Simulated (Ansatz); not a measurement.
# BP, first-principles data

BP:
```yaml
crystal:
  lattice:
    - [3.27649, 0.00000, 0.00000]
    - [-1.63825, 2.83753, 0.00000]
    - [0.00000, 0.00000, 7.00484]
  atoms:
    - { symbol: B, position: [0.00000, 0.50000, 0.33333] }
    - { symbol: B, position: [0.50000, 0.50000, 0.66667] }
    - { symbol: B, position: [0.50000, 0.00000, 0.00000] }
    - { symbol: P, position: [0.00000, 0.50000, 0.83333] }
    - { symbol: P, position: [0.50000, 0.50000, 0.16667] }
    - { symbol: P, position: [0.50000, 0.00000, 0.50000] }
```

Space group P6_422 (No. 181); conventional cell a = b = 3.276 Å, c = 7.005 Å, α = β = 90.00°, γ = 120.00°.

Method: r²SCAN (plane waves, PAW; program Ansatz). Structure relaxed to zero pressure with the same functional. Other levels are named where they apply.

### Cell and energy

* **Volume per atom**: 10.85 Å³
* **Density**: 3.20 g/cm³
* **Formation energy from the elements (no fitted shifts)**: 65 meV/atom

### Electronic structure

* **Band gap**: 0.23 eV (indirect)
* **Valence-band maximum**: at Γ
* **Conduction-band minimum**: at M (3 equivalent valleys)
* **Smallest direct gap on the standard path**: 2.65 eV
* **Electron effective mass**: 0.18, 0.27, 0.31 mₑ (principal values)
* **Hole effective mass**: 0.33, 0.42, 0.42 mₑ (principal values)
* **HSE06 gap on the r²SCAN cell**: 0.62 eV

### Mechanics

Bulk modulus (Birch–Murnaghan fit): 177 GPa
Pressure derivative B′: 3.9
Elastic constants (relaxed ions, GPa): C11 = 434, C12 = 43.2, C13 = 61.7, C33 = 393, C44 = 212
Mechanical stability: stable (all eigenvalues of C positive)
Hill bulk and shear moduli: 177 and 196 GPa
Young's modulus: 430 GPa
Poisson's ratio: 0.10
Debye temperature from the elastic constants: 1150 K

### Charges

Bader charges: B +0.47, P -0.47 e

The start of the workflow was typed in or built on a structure type; neither database checked (COD, Materials Project) lists it. It is not the phase usual at ambient conditions (space group No. 216). Symmetry was held in the r²SCAN relaxation; its stability against distortions is not shown here. The references are the lowest solids computed at this level, not always the standard phases.

Potentials: the later of the program's two PAW sets.
